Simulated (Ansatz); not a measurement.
Problem. Bulk modulus by a P(V) fit from LDA minus that from PBEsol (% of the latter), each on its own relaxed cell (Ansatz, an electronic-structure program, plane waves, PAW; no spin–orbit coupling, no Hubbard U), over 95 phases of the class «intermetallics»: what sign and size do you expect?

Solution. Mean 8 %, median 7 %, mean absolute 8 %; eight in ten lie between 5 and 11 %, and 100 % are above zero.

Some cases that may be named, with their rank among the 95 from the lowest: LiAl3, Cu3Au type 4 % (rank 1); NbAl3, I4/mmm (Al on 2b, Al on 4d, Nb on 2a) 4 % (rank 2); AlNi, CsCl type 7 % (rank 47); TiFe, CsCl type 7 % (rank 48); InAg3, Cu3Au type 16 % (rank 94); Li3Hg, Fm-3m (Li on 8c, Hg on 4a, Li on 4b) 17 % (rank 95).

The phases are those computed here (of each formula those with measured values and the lowest at some level), not a balanced benchmark, and neither functional is the truth. Pairs that end in unlike spin orders or unlike minima (c/a over 6 % apart, 30 % for weakly bound crystals), magnets with 4f shells, solids of gases and phases set aside for tests are left out.

Standing as an ambient phase not checked: LiAl3, Cu3Au type; NbAl3, I4/mmm (Al on 2b, Al on 4d, Nb on 2a); TiFe, CsCl type; InAg3, Cu3Au type; Li3Hg, Fm-3m (Li on 8c, Hg on 4a, Li on 4b). All cells were relaxed under the symmetry of their starts (and spin orders); stability against distortions was not tested throughout. Named crystals with no word on spin ran without spin polarisation. Spin–orbit coupling is left out wherever it is not named.

Potentials: the later of the program's two PAW sets.

Ansatz is a plane-wave DFT program.
